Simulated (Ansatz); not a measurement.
## Ni (Fm-3m) on spinors, without spin–orbit coupling

```yaml
crystal:
  lattice:
    - [0.00000, 1.76194, 1.76194]
    - [-3.52387, 0.00000, 0.00000]
    - [0.00000, -3.52387, 3.52387]
  atoms:
    - { symbol: Ni, position: [0.00000, 0.00000, 0.00000] }
    - { symbol: Ni, position: [0.00000, 0.00000, 0.50000] }
    - { symbol: Ni, position: [0.50000, 0.50000, 0.25000] }
    - { symbol: Ni, position: [0.50000, 0.50000, 0.75000] }
```

The source of the geometry is a structure as deposited in COD, repeated to hold the magnetic orders; atoms and cell stay fixed.

The runs share LDA, 12×9×6 k mesh, Fermi–Dirac smearing of 0.1 eV. PAW means Ansatz 0.2.0 on its default frozen-core files; LAPW is all-electron LAPW in Ansatz 0.2.0. Site moments are integrated in spheres about the atoms, whose radii differ between the methods. Start moments of the first PAW run (μB): Ni1 0.6, Ni2 0.6, Ni3 0.6, Ni4 0.6.

The runs use spinors without spin–orbit coupling, and in-plane angles count from x. Energies count from the run that starts parallel.

```tsv
state	ΔF PAW (meV/atom)	ΔF LAPW (meV/atom)	largest moment, PAW (μB)	size of M, PAW (μB/cell)	directions kept
parallel moments on spinors	0.0	0.0	0.63	2.42	yes
in-plane start at Ni1 0°, Ni2 180°, Ni3 90°, Ni4 270°	+24.3	+24.2	0.00	0.00	no
start Ni1↑ Ni2↑ Ni3↑ Ni4↓ on spinors	0.0	0.0	0.63	2.42	no
```

For the state «in-plane start at Ni1 0°, Ni2 180°, Ni3 90°, Ni4 270°», by PAW: The moments died out: the run ends unmagnetised.

The PAW files were made with PBE; the program remakes their cores once for the run's functional and then keeps them frozen. The Ansatz runs typed with the search for lower states off end where their start leads. The magnetic state is the one that this cell and start allow. It needn't be the compound's measured order, which may need a larger cell or be absent.
